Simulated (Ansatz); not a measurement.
HfSiO4:
```cif
data_Hf2O8Si2
_chemical_formula_sum 'Hf2 Si2 O8'
_space_group_name_H-M_alt 'P 1'
_space_group_IT_number 1
_cell_length_a 5.52914
_cell_length_b 5.52914
_cell_length_c 5.52914
_cell_angle_alpha 106.927
_cell_angle_beta 106.927
_cell_angle_gamma 114.688
loop_
_space_group_symop_operation_xyz
  'x, y, z'
loop_
_atom_site_label
_atom_site_type_symbol
_atom_site_fract_x
_atom_site_fract_y
_atom_site_fract_z
_atom_site_occupancy
Hf1 Hf 0.00000 0.00000 0.00000 1
Hf2 Hf 0.75000 0.25000 0.50000 1
Si1 Si 0.25000 0.75000 0.50000 1
Si2 Si 0.50000 0.50000 0.00000 1
O1 O 0.13331 0.31810 0.81522 1
O2 O 0.06810 0.75288 0.68478 1
O3 O 0.50288 0.31810 0.18478 1
O4 O 0.06810 0.38331 0.31522 1
O5 O 0.61669 0.93190 0.68478 1
O6 O 0.68190 0.86669 0.18478 1
O7 O 0.24712 0.93190 0.31522 1
O8 O 0.68190 0.49712 0.81522 1
```

Relaxed with PBEsol. DFT-PBEsol in the program Ansatz with PAW potentials gives a gap of 5.37 eV.

Q: What gap does HSE06 give on the same cell (Ansatz, PAW)?

A: 7.29 eV, 1.92 eV more. The hybrid was solved on a coarser mesh and at special points; the gap given is the minimum over both.

```tsv
k	v1 PBEsol	c1 PBEsol	v1 HSE06	c1 HSE06
Γ	0.00	5.78	(withheld)	(withheld)
M	-0.86	6.27	(withheld)	(withheld)
X	-0.59	5.39	-0.62	7.31
P	-0.49	5.39	-0.51	7.31
Z	-0.81	6.18	(withheld)	(withheld)
N	-0.19	5.66	(withheld)	(withheld)
```

Q: Top valence (v1) and lowest conduction level (c1) in eV from each method's valence maximum (which need not be a listed point): supply the withheld HSE06 values.

A: 
- Γ, v1 HSE06: 0.00
- Γ, c1 HSE06: 7.75
- N, v1 HSE06: -0.16
- N, c1 HSE06: 7.61
- Z, v1 HSE06: -0.81
- Z, c1 HSE06: 8.13
- M, v1 HSE06: -0.86
- M, c1 HSE06: 8.22

Cost on shared cores: the PBEsol run (SCF on a 6×6×6 mesh, then bands and DOS) around 2.3 core-minutes (rough), the HSE06 run (SCF on 4×4×4, then a few points) very roughly 4 core-minutes; the tasks are unlike.

Space group I4_1/amd. Symmetry was held in the PBEsol relaxation. The run is not spin-polarised. Scalar-relativistic: spin–orbit coupling is off unless named, which matters more the heavier the elements.

Potentials: the earlier of the program's two PAW sets. The files were generated under PBE; for other functionals the program regenerates the frozen cores, and for LDA and PBEsol the local potential too.
